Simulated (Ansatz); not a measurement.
## Property card for GaN

GaN:
Space group P6₄22 (No. 181); a = b = 3.097 Å, c = 7.285 Å, α = β = 90.00°, γ = 120.00°

| atom | site | symmetry | x | y | z |
|---|---|---|---|---|---|
| Ga | 3d | 222 | 0.5000 | 0.0000 | 0.5000 |
| N | 3c | 222 | 0.5000 | 0.0000 | 0.0000 |

Space group P6_422 (No. 181); conventional cell a = b = 3.097 Å, c = 7.285 Å, α = β = 90.00°, γ = 120.00°.

Method: the program Ansatz at the LDA level (PAW). The cell and atoms are relaxed at this level. Other levels are named where they apply.

### Cell and energy

- Volume per atom = 10.08 Å³
- Density = 6.89 g/cm³
- Formation energy from the elements (no fitted shifts) = -0.37 eV/atom

### Electronic structure

- Band gap: 1.77 eV (indirect)
- Valence-band maximum: at A
- Conduction-band minimum: at Γ
- Smallest direct gap on the standard path: 1.83 eV
- Electron effective mass: 0.16, 0.16, 0.17 mₑ (principal values)

### Mechanics

Bulk modulus (Birch–Murnaghan fit): 214 GPa
Pressure derivative B′: 4.4

### Dielectric response

- Electronic dielectric constant ε∞ (DFPT): 7.24 (xx = yy), 7.57 (zz)
- Static dielectric constant ε0 (ions relaxed, cell fixed): 20.9 (xx = yy), 15.6 (zz)
- Born charges (a third of the trace): Ga +2.97, N -2.97 e

### Phonons

Highest zone-centre frequency (without LO–TO term): 697 cm^-1
Zone-centre stability: no imaginary mode at Γ

The start of the workflow was typed in or built on a structure type; neither database checked (COD, Materials Project) lists it. It is not the phase usual at ambient conditions (space group No. 186, 216). Symmetry was held in the LDA relaxation. The volume moved by -25 % from the start of the relaxation. The references are the lowest solids computed at this level, not always the standard phases (solids in place of the gases). Scalar-relativistic: spin–orbit coupling is off unless named, which matters more the heavier the elements.

Potentials: the later of the program's two PAW sets.
